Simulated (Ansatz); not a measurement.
The relaxed structure here is a generated cell of ScAl3: the first start was made by placing the elements on the sites of a structure type, and the end was not matched to a known phase here, so it may be hypothetical.

A relaxed cell of ScAl3 (Pm-3n (No. 223)), relaxed on a k-mesh at least as fine as the one used below. Calculation: PBEsol (plane waves to 420 eV, PAW, scalar-relativistic; Ansatz, a program for electronic structure). Γ-centred k-mesh 6×6×6 on the run's cell (coarser than for final values), Fermi–Dirac smearing 0.05 eV.

```xyz
8
Lattice="5.2615 0.0000 0.0000 0.0000 5.2615 0.0000 0.0000 0.0000 5.2615" Properties=species:S:1:pos:R:3 pbc="T T T"
Al     1.3154     0.0000     2.6307
Al     3.9461     0.0000     2.6307
Al     0.0000     2.6307     1.3154
Al     0.0000     2.6307     3.9461
Al     2.6307     1.3154     0.0000
Al     2.6307     3.9461     0.0000
Sc     0.0000     0.0000     0.0000
Sc     2.6307     2.6307     2.6307
```

The atoms are displaced by (Å):

| atom | ux | uy | uz |
|---|---|---|---|
| Al1 | -0.152 | 0.022 | 0.069 |
| Al2 | 0.058 | -0.030 | 0.050 |
| Al3 | -0.012 | -0.013 | 0.100 |
| Al4 | 0.083 | -0.028 | 0.020 |
| Al5 | 0.020 | 0.012 | 0.010 |
| Al6 | 0.134 | -0.004 | -0.047 |
| Sc7 | 0.080 | -0.048 | 0.097 |
| Sc8 | 0.067 | -0.145 | -0.077 |

What forces (eV/Å) and pressure result?


```tsv
atom	Fx	Fy	Fz
Al1	1.86	-0.31	0.19
Al2	-1.29	-0.35	0.22
Al3	0.27	-0.02	-0.74
Al4	-0.06	0.01	0.49
Al5	0.13	-0.34	-0.38
Al6	-0.16	-0.13	-0.14
Sc7	-0.20	0.30	-0.08
Sc8	-0.54	0.83	0.43
```

Pressure +0.9 GPa.

Estimate the energy cost of the displacement in the harmonic approximation and compare with the calculation.

For a harmonic well ΔE = −½ Σ F·u = 0.325 eV a cell, or 41 meV/atom. The calculated energy relative to the undisplaced cell is +0.04 eV/atom, so the harmonic estimate holds well.

The undisplaced cell is probably no minimum: from this displacement the run went on to R32 (No. 155), 0.03 eV/atom below it.

No spin polarisation in the result.
